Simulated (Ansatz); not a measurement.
Os:
```yaml
crystal:
  lattice:
    - [0.00000, 2.77774, 2.77774]
    - [2.77774, 0.00000, 2.77774]
    - [2.77774, 2.77774, 0.00000]
  atoms:
    - { symbol: Os, position: [0.25000, 0.25000, 0.25000] }
    - { symbol: Os, position: [0.00000, 0.00000, 0.00000] }
```

Relaxed with PBE. Special points in fractions of this cell's reciprocal vectors: Γ (0.000, 0.000, 0.000); X (0.500, 0.000, 0.500); U (0.625, 0.250, 0.625); K (0.375, 0.375, 0.750); L (0.500, 0.500, 0.500); W (0.500, 0.250, 0.750).

Question: List the band energies nearest the Fermi level at these points for PBE with spin–orbit coupling (plane waves, PAW; program Ansatz).

Answer: In eV from the Fermi level; about four levels below and three above (degenerate sets whole), none deeper than 8.9 eV; points with the same levels are listed once.

```csv
k,below,above
Γ,-0.56 -0.56 -0.56 -0.56,2.55 2.55 2.55 2.55
X,-1.31 -1.31 -1.31 -1.31,2.11 2.11 2.11 2.11
U,-1.72 -1.72 -1.32 -1.32,1.67 1.67 2.36 2.36
L,-3.61 -3.61 -1.62 -1.62,0.30 0.30 0.36 0.36
W,-1.95 -1.95 -1.83 -1.83,2.42 2.42 2.49 2.49
```

Space group Fd-3m (diamond). The cell is a constructed one: a structure type filled with these elements; neither database checked (COD, Materials Project) lists it. It is not the phase usual at ambient conditions (space group No. 194). The PBE relaxation kept the symmetry of its start; of distortions, only those at the zone centre were tested. The run is not spin-polarised.

Potentials: the later of the program's two PAW sets.
